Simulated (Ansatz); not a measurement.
C:
```
CELL_PARAMETERS angstrom
     -1.32924     2.77521     2.32783
      1.32924    -2.77521     2.32783
      1.32924     2.77521    -2.32783
ATOMIC_POSITIONS crystal
  C  0.66997 0.32568 0.99565
  C  0.33003 0.67432 0.00435
  C  0.83003 0.82568 0.65571
  C  0.16997 0.17432 0.34429
  C  0.75000 0.75000 0.00000
  C  0.25000 0.25000 0.00000
```

Relaxed with r²SCAN.

Question: Map the valence electron density (e/Å³), cut off at 2 on the plane through (0.670, 0.326, 0.996) spanned by u = [1, 1, 0] and v = [1, -1, 0] in lattice vectors, from DFT-r²SCAN in the program Ansatz with PAW potentials.

Answer: x is the fraction of u, y of v (the angle between them is 90°; rows are the nearest grid lines); atoms in the plane: C at (0.00, 0.00), C at (0.50, 0.50), C at (0.00, 0.66), C at (0.50, 0.16), C at (0.25, 0.83), C at (0.75, 0.33), C at (0.25, 0.33), C at (0.75, 0.83).
```
|788631100122221001136887|
|899753211122221112357998|
|667898765322223567898766|
|345899887532235788998543|
|224798798532235897897422|
|446899886432234688998644|
|778887654322223456788877|
|999864332222222233468999|
|788521000123321000125887|
|886310000245542000013688|
|874200001367763100002478|
|332100013687786310001233|
|221111235898898532111122|
|222345788887788887543222|
|223578999754457999875322|
|224798899642246998897422|
|224688999643346999886422|
|223467898766667898764322|
|222334567898898765433222|
|322100124797797421001223|
|432100013688886310001234|
|663100002478874200001366|
|887420000134431000024788|
|788631100122221001136887|
```
Scale: ten equal steps from 0.184 (start of '0') to 1.80 (end of '9'), in the order '0123456789'; x runs from 0.000 to 1.00, y from 0.000 (bottom) to 1.00 (top).

The density is the valence pseudo-density with augmentation charge, so density and ELF within about 1 Å of a nucleus are not all-electron values.

Space group Ibam. The start of the workflow was typed in or built on a structure type; neither database checked (COD, Materials Project) lists it. It is not the phase usual at ambient conditions (space group No. 194, 227). The cell was relaxed with r²SCAN under the symmetry of its start; its stability against distortions is not shown here. The volume moved by 19 % from the start of the relaxation.

Potentials: the earlier of the program's two PAW sets.
